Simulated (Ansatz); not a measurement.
**ZrTeAs, a known structure type with other elements, at an estimated volume**

```yaml
crystal:
  lattice:
    - [0.00000, 3.97090, 0.00000]
    - [3.97090, 0.00000, 0.00000]
    - [1.98545, 1.98545, -8.26234]
  atoms:
    - { symbol: As, position: [0.50000, 0.00000, 0.00000] }
    - { symbol: As, position: [0.00000, 0.50000, 0.00000] }
    - { symbol: Te, position: [0.31220, 0.31220, 0.37560] }
    - { symbol: Te, position: [0.68780, 0.68780, 0.62440] }
    - { symbol: Zr, position: [0.11990, 0.11990, 0.76020] }
    - { symbol: Zr, position: [0.88010, 0.88010, 0.23980] }
```

Level: r2SCAN, no spin polarisation; 500 eV; 9×9×9 Γ-centred mesh; fermi-dirac occupations (width 0.052 eV); Ansatz 0.2.0, fixed geometry.

Question: What happens at the Fermi level?

Answer: It is a metal, with about 2.4 states/eV a cell as the mean within 0.25 eV of the Fermi level, mostly Zr d (67 %) and As p (17 %).

Question: What does the stress say?

Answer: The pressure is 3.6 GPa (compression positive), so with the atoms held at these fractions the cell would first expand.

Question: Which atom feels the largest force, and which way?

Answer: The largest is on Te4 (and as large on other atoms): 0.38 eV/Å, components (0.00, 0.00, 0.38). It makes 112° with the line to a nearest neighbour, Zr5 at 3.02 Å.

Question: How is the charge shared?

Answer: Bader charges in e: Zr +1.69, Te -0.93, As -0.76. In the mean Zr gives up most and Te takes most.

Question: Describe some of the short contacts.

Answer: As–Zr at 2.80 Å: least valence density 0.29 e/Å³ and ELF 0.28 there. As–As at 2.81 Å: least valence density 0.30 e/Å³ and ELF 0.46 there. Te–Zr at 3.02 Å: least valence density 0.25 e/Å³ and ELF 0.29 there. These are pseudo-fields; inside the PAW spheres they differ from the all-electron ones.

Origin: a known structure type with other elements, at an estimated volume, so it need not be a known compound.
